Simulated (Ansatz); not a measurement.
**Two states of K$_{2}$CrAgF$_{6}$**

```yaml
crystal:
  lattice:
    - [0.00000, 4.16250, 4.16250]
    - [4.16250, 0.00000, 4.16250]
    - [4.16250, 4.16250, 0.00000]
  atoms:
    - { symbol: K, position: [0.25000, 0.25000, 0.25000] }
    - { symbol: K, position: [0.75000, 0.75000, 0.75000] }
    - { symbol: F, position: [0.76200, 0.23800, 0.23800] }
    - { symbol: F, position: [0.23800, 0.76200, 0.23800] }
    - { symbol: F, position: [0.23800, 0.76200, 0.76200] }
    - { symbol: F, position: [0.76200, 0.23800, 0.76200] }
    - { symbol: F, position: [0.23800, 0.23800, 0.76200] }
    - { symbol: F, position: [0.76200, 0.76200, 0.23800] }
    - { symbol: Cr, position: [0.00000, 0.00000, 0.00000] }
    - { symbol: Ag, position: [0.50000, 0.50000, 0.50000] }
```

Level: PBE, with on-site exact exchange 0.17 on Cr d (all-electron-ortho-atomic projectors); 420 eV; 5×5×5 Γ-centred mesh; fermi-dirac occupations (width 0.1 eV); Ansatz 0.2.0, fixed geometry.

State A: no moments (no spin polarisation). State B: Cr9 up (collinear spin).

Question: Which state is lower, and how do they differ?

Answer: State B is lower by 340.5 meV an atom at zero smearing; in free energy at this smearing B lies -319.8 meV an atom from A.

| state | free energy (meV/atom) | largest moment in a small sphere (μB) | net moment (μB/cell) | gap on mesh (eV) | pressure (GPa) | largest force (eV/Å) |
| --- | --- | --- | --- | --- | --- | --- |
| A | 319.8 | 0.00 | 0.00 | metal | 5.8 | 1.99 |
| B | 0.0 | 2.52 | 3.00 | 1.67 | 6.5 | 1.80 |

Origin: a known structure type with other elements, at an estimated volume, so it need not be a known compound. Caveats: atoms or cell far from equilibrium; odd electron count without spin polarisation, so a magnetic state may lie lower.
